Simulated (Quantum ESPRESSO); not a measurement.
# ZnAl3As3S: input and log of a self-consistent run

Simulated, not a measurement. The program is pw.x of Quantum ESPRESSO 7.5 (plane-wave density functional theory). The cell is made up: 8 atoms on a zincblende/diamond lattice, with randomly drawn elements, strain and displacements, not relaxed. PseudoDojo standard norm-conserving files (v0.5 for PBE, v0.4.1 for LDA and PBEsol) set the functional; there is no spin polarisation, spin-orbit coupling or dispersion term, and the masses in the input are unused placeholders.

Input:

```
&control calculation='scf', pseudo_dir='./dojo.nc.sr.pbe.v0_5.standard.upf', outdir='./o', disk_io='low', tprnfor=.true., tstress=.true. /
&system ibrav=0, nat=8, ntyp=4, nbnd=46, ecutwfc=84.00895049, nosym=.true., tot_charge=0,
 occupations='smearing', smearing='fd', degauss=0.0018374661
/
&electrons conv_thr=7.350e-09, electron_maxstep=60, /
ATOMIC_SPECIES
Al 1.0 Al.upf
As 1.0 As.upf
S 1.0 S.upf
Zn 1.0 Zn.upf
CELL_PARAMETERS angstrom
5.9215 0.0374 -0.0044
0.0374 5.8443 -0.0257
-0.0044 -0.0257 5.9004
ATOMIC_POSITIONS angstrom
Zn -0.0461 -0.0258 -0.0195
Al 0.0019 2.9067 2.9685
Al 2.9811 0.0015 2.9309
Al 2.9494 2.947 -0.0142
As 1.4822 1.467 1.4887
S 1.4722 4.3945 4.3956
As 4.3194 1.5084 4.4497
As 4.4456 4.4006 1.4537
K_POINTS automatic
4 4 4 1 1 1
```

The log is shortened where brackets say so; the opening notice, blank lines, dates and the lines on written files are dropped, and the path of the files is cut. It prints rydbergs, bohrs and kilobars, and counts compression as positive stress. With no partly filled state, the Fermi energy that it prints is only some level between the filled and the empty states on the mesh, and need not lie in the true gap.

```
     Program PWSCF v.7.5
     Parallel version (MPI & OpenMP), running on       4 processor cores
     Number of MPI processes:                 4
     Threads/MPI process:                     1
     [start-up lines left out]
     bravais-lattice index     =            0
     lattice parameter (alat)  =      11.1902  a.u.
     unit-cell volume          =    1377.8952 (a.u.)^3
     number of atoms/cell      =            8
     number of atomic types    =            4
     number of electrons       =        80.00
     number of Kohn-Sham states=           46
     kinetic-energy cutoff     =      84.0090  Ry
     charge density cutoff     =     336.0358  Ry
     scf convergence threshold =      7.3E-09
     mixing beta               =       0.7000
     number of iterations used =            8  plain     mixing
     Exchange-correlation= PBE
                           (   1   4   3   4   0   0   0)
     [axes and pseudopotential details left out]
   Cartesian axes
     site n.     atom                  positions (alat units)
         1        Zn     tau(   1) = (  -0.0077850  -0.0043569  -0.0032930  )
         2        Al     tau(   2) = (   0.0003209   0.4908623   0.5012987  )
         3        Al     tau(   3) = (   0.5034264   0.0002533   0.4949490  )
         4        Al     tau(   4) = (   0.4980732   0.4976679  -0.0023980  )
         5        As     tau(   5) = (   0.2503031   0.2477363   0.2514008  )
         6        S      tau(   6) = (   0.2486144   0.7421111   0.7422969  )
         7        As     tau(   7) = (   0.7294288   0.2547276   0.7514329  )
         8        As     tau(   8) = (   0.7507405   0.7431413   0.2454903  )
     number of k points=    32  Fermi-Dirac smearing, width (Ry)=  0.0018
                       cart. coord. in units 2pi/alat
        k(    1) = (   0.1242978   0.1264128   0.1260928), wk =   0.0625000
        k(    2) = (   0.1244773   0.1275150   0.3769969), wk =   0.0625000
     [further k points left out]
     Dense  grid:   143329 G-vectors     FFT dimensions: (  72,  72,  72)
     Estimated max dynamical RAM per process >     307.58 MB
     Estimated total dynamical RAM >       1.10 GB
     Initial potential from superposition of free atoms
     starting charge      79.9918, renormalised to      80.0000
     Starting wfcs are   53 randomized atomic wfcs
     total cpu time spent up to now is        5.8 secs
     per-process dynamical memory:   219.7 Mb
     Self-consistent Calculation
     iteration #  1     ecut=    84.01 Ry     beta= 0.70
     Davidson diagonalization with overlap
     ethr =  1.00E-02,  avg # of iterations =  3.9
     Threshold (ethr) on eigenvalues was too large:
     Diagonalizing with lowered threshold
     Davidson diagonalization with overlap
     ethr =  4.20E-04,  avg # of iterations =  2.0
     total cpu time spent up to now is       28.3 secs
     total energy              =   -1090.56591843 Ry
     estimated scf accuracy    <       0.33608859 Ry
     iteration #  2     ecut=    84.01 Ry     beta= 0.70
     Davidson diagonalization with overlap
     ethr =  4.20E-04,  avg # of iterations =  3.7
     total cpu time spent up to now is       41.5 secs
     total energy              =   -1090.63657525 Ry
     estimated scf accuracy    <       0.12601630 Ry
     iteration #  3     ecut=    84.01 Ry     beta= 0.70
     Davidson diagonalization with overlap
     ethr =  1.58E-04,  avg # of iterations =  2.4
     total cpu time spent up to now is       52.5 secs
     total energy              =   -1090.66500580 Ry
     estimated scf accuracy    <       0.01008196 Ry
     iteration #  4     ecut=    84.01 Ry     beta= 0.70
     Davidson diagonalization with overlap
     ethr =  1.26E-05,  avg # of iterations =  8.9
     total cpu time spent up to now is       66.8 secs
     total energy              =   -1090.66782252 Ry
     estimated scf accuracy    <       0.00230150 Ry
     iteration #  5     ecut=    84.01 Ry     beta= 0.70
     Davidson diagonalization with overlap
     ethr =  2.88E-06,  avg # of iterations =  2.6
     total cpu time spent up to now is       77.5 secs
     total energy              =   -1090.66817914 Ry
     estimated scf accuracy    <       0.00008667 Ry
     iteration #  6     ecut=    84.01 Ry     beta= 0.70
     Davidson diagonalization with overlap
     ethr =  1.08E-07,  avg # of iterations =  4.0
     total cpu time spent up to now is       89.6 secs
     total energy              =   -1090.66820411 Ry
     estimated scf accuracy    <       0.00001213 Ry
     iteration #  7     ecut=    84.01 Ry     beta= 0.70
     Davidson diagonalization with overlap
     ethr =  1.52E-08,  avg # of iterations =  3.0
     total cpu time spent up to now is      102.1 secs
     total energy              =   -1090.66820726 Ry
     estimated scf accuracy    <       0.00000315 Ry
     iteration #  8     ecut=    84.01 Ry     beta= 0.70
     Davidson diagonalization with overlap
     ethr =  3.94E-09,  avg # of iterations =  2.0
     total cpu time spent up to now is      112.1 secs
     total energy              =   -1090.66820764 Ry
     estimated scf accuracy    <       0.00000042 Ry
     iteration #  9     ecut=    84.01 Ry     beta= 0.70
     Davidson diagonalization with overlap
     ethr =  5.30E-10,  avg # of iterations =  2.8
     total cpu time spent up to now is      122.9 secs
     total energy              =   -1090.66820774 Ry
     estimated scf accuracy    <       0.00000001 Ry
     iteration # 10     ecut=    84.01 Ry     beta= 0.70
     Davidson diagonalization with overlap
     ethr =  1.45E-11,  avg # of iterations =  5.0
     total cpu time spent up to now is      141.2 secs
     total energy              =   -1090.66820775 Ry
     estimated scf accuracy    <       0.00000001 Ry
     iteration # 11     ecut=    84.01 Ry     beta= 0.70
     Davidson diagonalization with overlap
     ethr =  1.38E-11,  avg # of iterations =  2.0
     total cpu time spent up to now is      156.8 secs
     End of self-consistent calculation
          k = 0.1243 0.1264 0.1261 ( 17908 PWs)   bands (ev):
  -119.9531 -74.1145 -74.1004 -74.0969 -29.1723 -29.1692 -29.1683 -29.1652
   -29.1390 -29.1348 -29.1281 -29.1272 -29.1244 -29.1164 -29.0966 -29.0947
   -29.0608 -29.0576 -29.0499  -7.5884  -5.3358  -4.4275  -4.3020  -0.9669
    -0.9222  -0.9058  -0.8760  -0.8595   0.1360   0.2147   0.7241   2.0708
     2.4006   2.9509   3.1603   3.3533   3.7553   4.0458   4.8494   5.2100
     6.6831   7.3515   7.5108   7.6187   8.1909   8.2942
     [levels at the other k points left out]
     the Fermi energy is     5.9954 ev
!    total energy              =   -1090.66820775 Ry
     estimated scf accuracy    <          8.5E-10 Ry
     smearing contrib. (-TS)   =      -0.00000000 Ry
     internal energy E=F+TS    =   -1090.66820775 Ry
     The total energy is F=E-TS. E is the sum of the following terms:
     one-electron contribution =    -892.67864914 Ry
     hartree contribution      =     468.93084980 Ry
     xc contribution           =    -199.83058820 Ry
     ewald contribution        =    -467.08982021 Ry
     convergence has been achieved in  11 iterations
     Forces acting on atoms (cartesian axes, Ry/au):
     atom    1 type  4   force =    -0.00778031    0.01818095    0.01295115
     atom    2 type  1   force =    -0.00981505   -0.00605238   -0.00430494
     atom    3 type  1   force =    -0.00905526    0.01053669   -0.00185163
     atom    4 type  1   force =    -0.01193818    0.00516517    0.01880599
     atom    5 type  2   force =    -0.00801584   -0.00244554   -0.00609132
     atom    6 type  3   force =     0.00830422   -0.01052007   -0.00618243
     atom    7 type  2   force =     0.03204833   -0.01204843   -0.01198095
     atom    8 type  2   force =     0.00625209   -0.00281639   -0.00134586
     Total force =     0.055852     Total SCF correction =     0.000084
     Computing stress (Cartesian axis) and pressure
          total   stress  (Ry/bohr**3)                   (kbar)     P=      -59.63
  -0.00042273  -0.00005886  -0.00002154          -62.19       -8.66       -3.17
  -0.00005886  -0.00038050   0.00005336           -8.66      -55.97        7.85
  -0.00002154   0.00005336  -0.00041276           -3.17        7.85      -60.72
     init_run     :      5.41s CPU      5.61s WALL (       1 calls)
     electrons    :    150.37s CPU    151.05s WALL (       1 calls)
     forces       :      1.68s CPU      1.73s WALL (       1 calls)
     stress       :      6.19s CPU      6.35s WALL (       1 calls)
     [timing details left out]
     PWSCF        :   2m43.94s CPU   2m45.16s WALL
     JOB DONE.
```

In other units: free energy -14839.297 eV for the cell, pressure -5.96 GPa, largest force component 0.824 eV/Å. A rerun of a related cell, with the same atoms placed differently, at 1437 eV and a 6 x 6 x 6 mesh moved values by no more than 0.007 eV in energy, 0.02 GPa in stress and 0.002 eV/Å in force.